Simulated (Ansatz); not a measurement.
Ansatz (a first-principles code) input:

Ansatz 0.2 input:
```yaml
crystal:
  lattice:
    - [3.8061018995, 0.0, 0.0]
    - [-1.9030509498, 3.2961809344, 0.0]
    - [0.0, 0.0, 6.2447433653]
  atoms:
    - { symbol: Zn, position: [0.6666666667, 0.3333333333, 0.9997479234] }
    - { symbol: Zn, position: [0.3333333333, 0.6666666667, 0.4997479234] }
    - { symbol: S, position: [0.6666666667, 0.3333333333, 0.6254520766] }
    - { symbol: S, position: [0.3333333333, 0.6666666667, 0.1254520766] }
kpoints:
  mp_grid: { grid: [9, 9, 4] }
hamiltonian:
  xc: r2scan
  pseudopotentials: { kind: paw }
scf:
  occupations: { method: fixed }
phonons:
  method: dfpt
  response_accuracy: low
  qmesh: [3, 3, 2]
  interpolated_qmesh: [16, 16, 9]
  dielectric: true
  rigid_motions: translations
  temperatures: { t_max: 1000, t_step: 50 }
  qpath:
    path:
      - [[0.0, 0.0, 0.0], [0.5, 0.0, 0.0], [0.3333333333, 0.3333333333, 0.0], [0.0, 0.0, 0.0], [0.0, 0.0, 0.5], [0.5, 0.0, 0.5], [0.3333333333, 0.3333333333, 0.5], [0.0, 0.0, 0.5]]  # Γ-M-K-Γ-A-L-H-A
      - [[0.5, 0.0, 0.5], [0.5, 0.0, 0.0]]  # L-M
      - [[0.3333333333, 0.3333333333, 0.5], [0.3333333333, 0.3333333333, 0.0]]  # H-K
    npoints: 9
```

Output (shortened):

```
WARN phonons: the dynamical matrix that this run interpolates holds no multipole term above the dipole-dipole one, and a site of this crystal is no centre of …
Pseudopotential: Zn, paw, valence charge 12
Pseudopotential: S, paw, valence charge 6
Functional definition: r2SCAN
Crystal: 4 atoms, lattice volume = 78.344 Å³
Basis set: ecut = 500 eV, 1973 PW (Γ), exchange–correlation on 150×150×240 points (125 copies of the dense FFT grid, shifted against one another)
Bands: 22, of which v1, the nominal top of the filled ones, is band 18 counted from 1 (17 counted from 0)
Symmetry: 12 space group operations
k-points: 95 of 324 (irreducible under 2 space group operations, time reversal used)
SCF iter   1: F=—  HF=-8466.894139 eV  |F-HF|=—  |Δ(HF+E_count)|=         —  Δρ=1.55e-2  dr2=9.32e-2  dr2_τ=1.34e-2  ethr=1.77e-3  ⟨swp⟩=4.8  Hψ=9073  notcnv=0  defer=172
preconditioner: auto → Resta (q_TF=auto, 2.397 Å⁻¹)
SCF iter   2: F=—  HF=-8466.894397 eV  |F-HF|=—  |Δ(HF+E_count)|=   2.58e-4  Δρ=2.40e-3  dr2=2.70e-3  dr2_τ=5.23e-4  ethr=2.59e-4  ⟨swp⟩=2.2  Hψ=4593  notcnv=0  defer=180
SCF iter   3: F=—  HF=-8466.891176 eV  |F-HF|=—  |Δ(HF+E_count)|=   3.22e-3  Δρ=3.27e-3  dr2=3.90e-3  dr2_τ=2.84e-5  ethr=7.51e-6  ⟨swp⟩=2.3  Hψ=3838  notcnv=0  defer=188
SCF iter   4: F=—  HF=-8466.890869 eV  |F-HF|=—  |Δ(HF+E_count)|=   3.07e-4  Δρ=6.97e-4  dr2=2.02e-4  dr2_τ=6.80e-6  ethr=7.51e-6  ⟨swp⟩=3.0  Hψ=3654  notcnv=0  defer=188
SCF iter   5: F=—  HF=-8466.890902 eV  |F-HF|=—  |Δ(HF+E_count)|=   3.30e-5  Δρ=1.62e-4  dr2=1.58e-5  dr2_τ=4.93e-7  ethr=5.61e-7  ⟨swp⟩=2.0  Hψ=3798  notcnv=0
SCF iter   6: F=—  HF=-8466.890909 eV  |F-HF|=—  |Δ(HF+E_count)|=   6.50e-6  Δρ=4.45e-5  dr2=9.53e-7  dr2_τ=5.15e-9  ethr=4.40e-8  ⟨swp⟩=2.0  Hψ=3800  notcnv=0
SCF iter   7: F=—  HF=-8466.890910 eV  |F-HF|=—  |Δ(HF+E_count)|=   1.05e-6  Δρ=5.58e-6  dr2=2.46e-8  dr2_τ=4.81e-10  ethr=2.65e-9  ⟨swp⟩=2.5  Hψ=3839  notcnv=0
SCF iter   8: F=—  HF=-8466.890910 eV  |F-HF|=—  |Δ(HF+E_count)|=   1.58e-8  Δρ=1.15e-6  dr2=1.33e-9  dr2_τ=3.36e-11  ethr=6.82e-11  ⟨swp⟩=3.0  Hψ=3794  notcnv=0
SCF iter   9: F=-8466.890910 eV  HF=-8466.890910 eV  |F-HF|=2.36e-11  |Δ(HF+E_count)|=  9.53e-10  Δρ=2.32e-7  dr2=3.66e-11  dr2_τ=2.10e-12  ethr=1.00e-12  ⟨swp⟩=5.9  Hψ=13677  notcnv=0
SCF 1 converged in 9 iterations: F = -8466.890910 eV  dr2 = 3.66e-11
NSCF: frozen V_eff on 4 k-points
DFPT response loops at Γ: preconditioner auto → Resta (q_TF=auto, 2.397 Å⁻¹)  ε∞=4.6 (no band partly filled) …
── the response to a field inside a basis, on 10×10×4 k-points: an SCF that follows is theirs, and a resumed run solves both again ──
Crystal: 4 atoms, lattice volume = 78.344 Å³
Bands: 19, of which v1, the nominal top of the filled ones, is band 18 counted from 1 (17 counted from 0)
k-points: 60 of 400 (irreducible under 4 space group operations, time reversal used)
SCF iter   1: F=—  HF=-8466.881554 eV  |F-HF|=—  |Δ(HF+E_count)|=         —  Δρ=1.06e-4  dr2=1.76e-6  dr2_τ=1.06e-6  ethr=1.00e-1
preconditioner: auto → Resta (q_TF=auto, 2.397 Å⁻¹)
SCF iter   2: F=—  HF=-8466.881557 eV  |F-HF|=—  |Δ(HF+E_count)|=   2.30e-6  Δρ=8.47e-5  dr2=2.11e-6  dr2_τ=3.17e-7  ethr=4.89e-9
SCF iter   3: F=—  HF=-8466.881557 eV  |F-HF|=—  |Δ(HF+E_count)|=   6.03e-7  Δρ=3.37e-5  dr2=2.75e-7  dr2_τ=7.27e-8  ethr=4.89e-9
SCF iter   4: F=-8466.881557 eV  HF=-8466.881557 eV  |F-HF|=7.86e-9  |Δ(HF+E_count)|=   1.30e-7  Δρ=4.18e-6  dr2=1.74e-8  dr2_τ=3.63e-10  ethr=7.63e-10
SCF 1 converged in 4 iterations: F = -8466.881557 eV  dr2 = 1.74e-8
DFPT response loops at Γ: preconditioner auto → Resta (q_TF=auto, 2.397 Å⁻¹)  ε∞=4.3 (no band partly filled) …
WARN: field response: ε∞ stands inside a basis, on 10×10×4 points …
NSCF: frozen V_eff on 36 k-points
NSCF: frozen V_eff on 190 k-points
DFPT response loops at q = (0, 0, -0.5) (fractional): preconditioner auto → Resta (q_TF=auto, 2.397 Å⁻¹)  ε∞=4.6 (no band partly filled) …
NSCF: frozen V_eff on 360 k-points
DFPT response loops at q = (0, 0.3333333333333333, 0) (fractional): mixed as the last ones told, above
NSCF: frozen V_eff on 360 k-points
DFPT response loops at q = (0, 0.3333333333333333, -0.5) (fractional): mixed as the last ones told, above
NSCF: frozen V_eff on 342 k-points
DFPT response loops at q = (0.3333333333333333, 0.3333333333333333, 0) (fractional): mixed as the last ones told, above
NSCF: frozen V_eff on 342 k-points
DFPT response loops at q = (0.3333333333333333, 0.3333333333333333, -0.5) (fractional): mixed as the last ones told, above
SCF converged after 9 iterations
Free energy (F): -8466.890910 eV
Harris-Foulkes:  -8466.890910 eV  (|F-HF|=2.36e-11)
Internal energy: -8466.890910 eV  (E = F + TS)
E sigma→0 (E₀):  -8466.890910 eV
Fermi energy:    5.622597 eV
--- Per-component energies (eV) ---
  E_band       = -2.557446
  E_kinetic    = 475.164304
  E_local      = -4089.857558  (includes V_loc(G=0)·N_el)
  E_nonlocal   = 1293.314674
  E_hartree    = 1716.408539
  E_xc         = -431.584681
  E_vxc        = -296.454182  (∫ρ·V_xc dr)
  E_paw        = -4919.932303  (= ΣΔE_a)
  E_vpaw       = -832.201057  (= ΣTr[D̂ρ^β])
  E_aug_tail   = -0.000121  (compensation charges beyond the density's cutoff)
  E_vtau       = 14.659251  (kinetic-family band-sum trace: ∫τ·v_τ [+ j·A + Jᵃ·Aᵃ] dr)
  E_ewald      = -2509.818993
  E_core_change = -0.584771  (= ΣΔE_core)
  E_smearing   =  0.000000  (= −TS)
  E_closure    = 0.000000  (closes the sum)
  Σ components = -8466.890910   (vs F -8466.890910, Δ=0.00e0)
  [band-id]    e_kinetic+e_local+e_nonlocal+2·e_hartree+e_vxc+e_vpaw+e_augmentation_tail+e_vtau = -2.557611   (vs E_band -2.557446, Δ=-1.65e-4)
--- Band table (eV; the first three rows and the last of 95) ---
  k-point 0: bands = ["-8.1324", "-7.1689", "-0.9102", "-0.8955", "-0.8955", "-0.8052", "-0.8052", "-0.4071", "-0.4071", "-0.3294", "-0.3294", "-0.1744", "0.1522", "4.7012", "4.7012", "5.5380", "5.6226", "5.6226", "8.4012", "9.2321", "12.3950", "12.3950"]
  k-point 1: bands = ["-8.0102", "-7.3330", "-0.9147", "-0.8860", "-0.8860", "-0.8224", "-0.8224", "-0.6521", "-0.3930", "-0.3930", "-0.3379", "-0.3379", "1.1495", "4.4664", "4.8267", "4.8267", "5.4769", "5.4769", "9.2722", "9.3929", "12.3544", "12.4863"]
  k-point 2: bands = ["-7.6920", "-7.6920", "-0.8768", "-0.8768", "-0.8580", "-0.8580", "-0.8580", "-0.8580", "-0.3627", "-0.3627", "-0.3627", "-0.3627", "2.7250", "2.7250", "5.1417", "5.1417", "5.1417", "5.1417", "9.7226", "9.7226", "12.8494", "12.8494"]
  k-point 94: bands = ["-7.0872", "-7.0872", "-0.8300", "-0.8300", "-0.6962", "-0.6962", "-0.6677", "-0.6677", "-0.3625", "-0.3625", "-0.2484", "-0.2484", "1.3575", "1.3575", "3.3218", "3.3218", "4.0558", "4.0558", "10.5827", "10.5827", "12.3221", "12.3221"]
--- Phonons (Γ-DFPT): 4 representative perturbations + reference, on 95 of 324 k-points (Σ response iterations 25) ---
  ASR residual: 2.615e-4 → 0.000e0 eV/Å²; symmetrization residual: 1.190e-4 eV/Å²
  ASR residual per site (eV/Å²): 2.13e-4 2.13e-4 2.61e-4 2.61e-4
  Γ frequencies (cm⁻¹): 0.00 0.00 0.00 71.94 71.94 195.53 270.72 275.55 275.55 282.13 282.13 339.30
  ε∞ (high-frequency dielectric tensor):
        5.343744     0.000000     0.000000
        0.000000     5.343744     0.000000
        0.000000     0.000000     5.450371
  ε⁰ (static dielectric tensor: ions relaxed, cell fixed):
        8.230046     0.000000     0.000000
        0.000000     8.230046     0.000000
        0.000000     0.000000     8.735524
  ε⁰ − ε∞ (ionic part):
        2.886302     0.000000     0.000000
        0.000000     2.886302     0.000000
        0.000000     0.000000     3.285153
  softest optical mode at Γ: 71.94 cm⁻¹; the repairs (sum rule, projections) moved no ω² at Γ by more than (3.79 cm⁻¹)²
  Born effective charges Z* (e; rows j = field, columns β = displacement):
    site 0:
         1.93723    0.00000    0.00000
         0.00000    1.93723    0.00000
         0.00000    0.00000    2.03055
    site 1:
         1.93723    0.00000    0.00000
         0.00000    1.93723    0.00000
         0.00000    0.00000    2.03055
    site 2:
        -1.93723    0.00000    0.00000
         0.00000   -1.93723    0.00000
         0.00000    0.00000   -2.03055
    site 3:
        -1.93723    0.00000    0.00000
         0.00000   -1.93723    0.00000
         0.00000    0.00000   -2.03055
  Z* charge neutrality: 3.793e-3 e pre-enforcement
  solved inside a basis spanned on kpoints, on 10×10×4 k-points, its susceptibility summed on 14×14×8: ε∞ is read to err by 1.7e-2, Z* by 1.6e-2 e (field_mesh …
  optical modes at Γ without the LO–TO term, one row a degenerate level:
      ω (cm⁻¹)  modes    IR ((D/Å)²/amu)
         71.94      2             0.0000
        195.53      1             0.0000
        270.72      1             8.8440
        275.55      2            16.0995
        282.13      2             0.0000
        339.30      1             0.0000
  optical modes at Γ + LO–TO along q̂ = [1.0000, 0.0000, 0.0000]:
      ω (cm⁻¹)  modes    IR ((D/Å)²/amu)
         71.94      2             0.0000
        195.53      1             0.0000
        270.72      1             8.8440
        275.55      1             8.0497
        282.13      2             0.0000
        339.30      1             0.0000
        341.96      1             8.0497
  optical modes at Γ + LO–TO along q̂ = [0.0000, 1.0000, 0.0000]:
      ω (cm⁻¹)  modes    IR ((D/Å)²/amu)
         71.94      2             0.0000
        195.53      1             0.0000
        270.72      1             8.8440
        275.55      1             8.0497
        282.13      2             0.0000
        339.30      1             0.0000
        341.96      1             8.0497
  optical modes at Γ + LO–TO along q̂ = [0.0000, 0.0000, 1.0000]:
      ω (cm⁻¹)  modes    IR ((D/Å)²/amu)
         71.94      2             0.0000
        195.53      1             0.0000
        275.55      2            16.0995
        282.13      2             0.0000
        339.30      1             0.0000
        342.73      1             8.8440
  non-analytic LO–TO correction: the dipole-dipole term of the run's Born effective charges and high-frequency dielectric tensor (where they are solved with …
--- Phonons (arbitrary-q DFPT): 6 irreducible q on the 3×3×2 mesh ---
  q = [0.0000, 0.0000, 0.0000] (star 1, of the zone-centre solve; hermiticity 2.49e-5, symmetrization 3.40e-6):  0.00  0.00  0.00 71.94 71.94 195.53 270.72 275.55 275.55 282.13 282.13 339.30
  q = [0.0000, 0.0000, -0.5000] (star 1, 4 solved perturbations in 276 linear systems a pass and spin channel, the states on 95 of 324 k-point pairs; hermiticity 2.85e-5, symmetrization 1.07e-9): 57.72 57.72 57.72 57.72 142.95 142.95 277.93 277.93 277.93 277.93 339.73 339.73
  q = [0.0000, 0.3333, 0.0000] (star 6, 12 solved perturbations on 180 of 324 k-point pairs; hermiticity 2.03e-5, symmetrization 1.68e-8): 65.46 79.90 91.20 119.87 155.16 191.14 285.37 286.16 300.09 309.48 331.94 340.21
  q = [0.0000, 0.3333, -0.5000] (star 6, 12 solved perturbations on 180 of 324 k-point pairs; hermiticity 4.28e-5, symmetrization 2.79e-8): 84.22 84.22 91.55 91.55 183.16 183.16 292.40 292.40 302.09 302.09 332.90 332.90
  q = [0.3333, 0.3333, 0.0000] (star 2, 4 solved perturbations in 476 linear systems a pass and spin channel, the states on 171 of 324 k-point pairs; hermiticity 1.74e-5, symmetrization 3.19e-7): 108.30 108.30 111.91 119.48 179.78 179.78 297.83 297.83 318.61 318.61 319.19 339.50
  q = [0.3333, 0.3333, -0.5000] (star 2, 4 solved perturbations in 476 linear systems a pass and spin channel, the states on 171 of 324 k-point pairs; hermiticity 2.80e-5, symmetrization 1.40e-7): 82.05 82.05 118.28 118.28 196.16 196.16 293.78 293.78 316.85 316.85 329.87 329.87
  sum rule: each row above includes the acoustic sum rule's correction from the zone centre's row sums; it moved no ω² by more than (1.49 cm⁻¹)²
  mesh force constants: q→R imaginary residual 1.60e-16; ASR residual 2.615e-4 → 0.000e0 eV/Å²; symmetrization residual 3.553e-15 eV/Å²
  interpolated dispersion: 85 rows × 12 modes
  density of states and harmonic sums: on the 16×16×9 q-mesh, interpolated from the force constants of a 3×3×2 supercell (with the dipole–dipole term)
  largest difference from the sums on the solved wave vectors: F 3.81e-2 eV, S 5.24e-5 and C_V 1.42e-5 eV/K
  zero-point energy: 0.158700 eV/cell   skipped modes (ω ≤ 0): 3   left out of the sums: 1.09e-4 of the cell's modes …
```

Cost: about 100 core-minutes (a rough figure) on shared cores.

Space group P6_3mc (wurtzite). Symmetry was held in the r²SCAN relaxation.

Potentials: the later of the program's two PAW sets.

Ansatz is a plane-wave DFT program.
